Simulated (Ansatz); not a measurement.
# LiNbO2: checking dH/dP = V

All numbers below come from DFT r2SCAN, scalar-relativistic, plane waves, PAW (Ansatz). (500 eV cutoff, 12×12×4 k-mesh, Gaussian smearing of 0.02 eV, no spin polarisation)

Reference structure (relaxed):

```xyz
8
Lattice="2.9034 0.0000 0.0000 -1.4517 2.5144 0.0000 0.0000 0.0000 10.4353" Properties=species:S:1:pos:R:3 pbc="T T T"
Li    0.0000    0.0000    0.0000
Li    0.0000    0.0000    5.2177
Nb    0.0000    1.6763    7.8265
Nb    1.4517    0.8381    2.6088
O     0.0000    1.6763    1.2854
O     1.4517    0.8381    6.5030
O     0.0000    1.6763    3.9323
O     1.4517    0.8381    9.1499
```

Cell and atoms were relaxed at each target pressure within the start's symmetry (P6_3/mmc), at zero temperature; other phases can be more stable under pressure. H = E + PV with P the target; E is the free energy at the smearing used, whose derivative the pressure is, per atom and counted from zero pressure.

| P (GPa) | V (Å³/atom) | E − E0 (meV) | H − H0 (meV) |
| --- | --- | --- | --- |
| 0 | 9.522 | 0.0 | 0.0 |
| 3 | 9.350 | 1.6 | 176.7 |
| 8 | 9.099 | 10.1 | 464.4 |
| 15 | 8.798 | 31.4 | 855.1 |
| 30 | 8.292 | 101.1 | 1653.8 |

Problem. Thermodynamics gives dH/dP = V along a relaxed path. Integrate V over P by the trapezoid rule and compare with the computed enthalpies.

Solution. With 1 eV/Å³ = 160.22 GPa, each step adds the mean volume times ΔP / 160.22:
| P (GPa) | ∫V dP (meV) | H − H0 (meV) | difference (meV) |
| --- | --- | --- | --- |
| 3 | 176.7 | 176.7 | 0.0 |
| 8 | 464.6 | 464.4 | 0.2 |
| 15 | 855.5 | 855.1 | 0.4 |
| 30 | 1655.5 | 1653.8 | 1.7 |

V(P) curves upward, so the trapezoid rule runs high; integrating a smooth curve through the same points puts that excess at about 1.6 meV at 30 GPa, against the 1.7 meV found.

Problem. At 30 GPa, how much of the enthalpy change is stored energy and how much is the PV term?

Solution. E rises by 101 meV/atom and PV is 30 × 8.292 / 160.22 = 1553 meV/atom, so PV makes 94 % of ΔH. So between rival structures at high pressure a small difference in volume can outweigh the difference in energy: 1 % of this volume is worth 15.5 meV/atom at this pressure.

Problem. What bulk modulus do the lowest pressures give, and how is the compression shared among the axes?

Solution. From the pressures that the runs reached, -2.99 GPa (9.712 Å³) and 2.99 GPa (9.350 Å³), B = −ΔP/Δln V = 5.98 / 0.0380 = 157 GPa, a mean over that range. The linear compressibilities −Δln(length)/ΔP are 1.51 along a, 1.51 along b, 3.34 along c (in TPa⁻¹). With fixed angles they add up to 1/B: 6.35 against 6.35. Softest: c, at 53 % of the volume change per axis.

Problem. The gap is 1.827 eV at -2.99 GPa and 1.860 eV at 2.99 GPa. What pressure coefficient and volume deformation potential follow?

Solution. dE_g/dP = 5.4 meV/GPa, and a_V = dE_g/d ln V = −B dE_g/dP = -0.85 eV. A gap that closes or barely moves under pressure is usual where the conduction edge lies away from the zone centre, has d character, or where the bands broaden faster than they shift. If the edges move to other points of the zone within the range, this is a mean of two slopes. Gaps are generalised Kohn–Sham gaps over the whole zone.